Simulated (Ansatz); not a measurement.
Relaxing a structure of BAs

The start is a relaxed BAs cell deformed by the Cartesian strain tensor (xx, yy, zz, yz, xz, xy) = (0.036, -0.045, 0.019, -0.045, -0.015, -0.010). The cell and all atomic positions are relaxed at zero pressure with PBE (plane waves to 420 eV, PAW, scalar-relativistic; Ansatz, a quantum-chemistry and plane-wave program). The first steps use a coarse 8×8×8 k-mesh.

Initial structure:
```yaml
crystal:
  lattice:
    - [-0.06252, 2.18830, 2.34220]
    - [2.45402, -0.13346, 2.41314]
    - [2.46604, 2.27126, -0.14549]
  atoms:
    - { symbol: As, position: [0.75000, 0.75000, 0.75000] }
    - { symbol: B, position: [0.00000, 0.00000, 0.00000] }
```

**Question.** How does the volume change?

**Answer.** -0.6 %, from 13.99 to 13.90 Å³/atom.

**Question.** Does it find its way back to the structure it was made from?

**Answer.** The parent structure is recovered, F-43m (No. 216).

**Question.** How do the shortest distances between atoms change?

**Answer.** The closest pairs of elements (up to four, under 3.6 Å), start → end: As–B 1.99 → 2.08 Å; As–As 3.21 → 3.40 Å; B–B 3.21 → 3.40 Å.

**Question.** What band gap does the relaxed structure have at this level?

**Answer.** 1.21 eV, indirect (valence top at Γ, conduction bottom at 82 % of the way from Γ to X) (no spin-orbit coupling).

Final structure:

Space group F-43m (No. 216); a = b = c = 4.809 Å, α = β = γ = 90.00°

```
atom  site  symmetry       x       y       z
----  ----  --------  ------  ------  ------
As      4c      -43m  0.2500  0.2500  0.2500
B       4a      -43m  0.0000  0.0000  0.0000
```
(The calculation used a cell of 2 atoms; values per cell refer to that cell.)

Final values are on a 12×12×12 k-mesh of the relaxed cell. No spin polarisation in the result.
